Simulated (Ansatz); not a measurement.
# AlPt: pressure against volume

AlPt, P2_13, a = 4.869 Å. The structure is a Materials Project entry; whether it is the stable form wasn't checked. Ansatz: PBEsol, PAW, 420 eV, Γ-centred 8×8×8 mesh on 8 atoms, Gaussian smearing 0.10 eV; no spin polarisation. Shape and atoms are relaxed at each volume; pressure is positive in compression.

```
V (Å³/atom) P (GPa)
     13.559    14.43
     13.992        ?
     14.424     0.00
     14.857    -5.56
     15.290   -10.24
```

Task: Take V0 = 14.424 Å³/atom, fit the third-order Birch–Murnaghan form to the other rows, and predict the missing pressure.

Result: With the Eulerian strain f = ½[(V0/V)^(2/3) − 1] and y = P/[3f(1 + 2f)^(5/2)], the form is the line y = B0 + 1.5 B0 (B0′ − 4) f. Rows (f, y): 0.02105, 206.1; -0.00976, 199.5; -0.01906, 197.4. Means f = -0.002590, y = 201.00; Σ(Δf)² = 0.0008815, ΣΔfΔy = 0.1906; the slope is their ratio. y = 201.6 + 216.2 f GPa, so B0 = 201.6 GPa and B0′ = 4 + 2 × (216.2)/(3 × 201.6) = 4.71. At V = 13.992, f = 0.01024, y = 203.81 and P = 6.59 GPa. The run gave 6.60 GPa, so the fit is 0.01 GPa too low, a small miss on the scale of the series.

Spin–orbit coupling is left out, which can shift energies with elements as heavy as these.